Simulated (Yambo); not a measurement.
A G0W0@PBEsol run in Yambo for K$_{2}$CO$_{3}$ (space group C2/c, No. 15) (2×2×2 Γ-centred k mesh, 274 bands and a 7 Ry block in the screening, 274 bands in G with the Bruneval-Gonze terminator, plasmon pole fitted at 27.2 eV) gives these matrix elements, in eV, at the band edges (Γ → Γ):

```tsv
state	E0	<Vxc>	<Σx>	<Σc(E0)>	Z
valence edge	0.000	-19.801	-25.932	4.084	0.814
conduction edge	4.010	-8.644	-4.384	-3.131	0.886
```

Q: Solve the linearised quasiparticle equation for both states, give the gap, and say how exchange and correlation each act on it.

A: E = E0 + Z(Σx + Σc − Vxc). Valence: 0.000 + 0.814 × (-25.932 + (4.084) − (-19.801)) = -1.67 eV. Conduction: 4.010 + 0.886 × (-4.384 + (-3.131) − (-8.644)) = 5.01 eV. The gap is 6.68 eV, against 4.01 eV in PBEsol. Replacing Vxc by bare exchange alone would open it by 10.39 eV; correlation takes back 7.21 eV of that, and Z scales what is left. Nearest settings tried, and what they do to the gap: 180 bands in W, 180 bands in G: +27 meV; 6 Ry block (309 vectors against 399): -33 meV; 2×2×1 mesh: -45 meV. So the settings aren't converged at that level. The k mesh is coarse. 

Geometry of the Materials Project entry, not relaxed at this level; primitive cell a = 5.742 Å, b = 5.742 Å, c = 6.706 Å, α = 95.34°, β = 95.34°, γ = 121.68°.
